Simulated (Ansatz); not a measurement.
Space group P-3m1 (No. 164). a = 3.904 Å, b = 3.904 Å, c = 6.843 Å, α = 90.00°, β = 90.00°, γ = 120.00°
```csv
atom,site,symmetry,x,y,z
Fe,1a,-3m.,0.0000,0.0000,0.0000
I,2d,3m.,0.3333,0.6667,0.2344
```

Equation of state of this FeI2 structure (not necessarily the ground state), with shape and atoms relaxed at each volume where symmetry leaves them free. It has no gap at any of these volumes. Level of theory: Ansatz 0.2.0, DFT PBEsol, scalar-relativistic, plane waves, PAW.

Settings: cutoff 420 eV, Γ-centred mesh 12×12×6 on the computed 3-atom cell, Gaussian smearing of 0.10 eV; collinear spin.

| V (Å³/atom) | E − E(largest V) (meV/atom) | P (GPa) |
| --- | --- | --- |
| 28.297 | 3.00 | 1.09 |
| 29.200 | -1.16 | 0.45 |
| 30.103 | -2.30 | 0.02 |
| 31.006 | -1.54 | -0.30 |
| 31.910 | 0.00 | -0.32 |

Task: Fit a third-order Birch–Murnaghan equation to E(V).

Result: V0 = 30.11 Å³/atom, B0 = 11 GPa, B0' = 19.5. B0' is unusual or poorly fixed by this range.

Spin-orbit coupling is left out, which matters for the bands of heavy elements. The cell holds one magnetic atom, so it can only be ferromagnetic; an antiferromagnetic order may lie lower. The cell holds layers, and where no dispersion correction was added their binding is poorly described.

Cost: 5 runs of about 9.6 core-minutes in all, on Intel Xeon Platinum 8559C (Emerald Rapids) (shared hosts).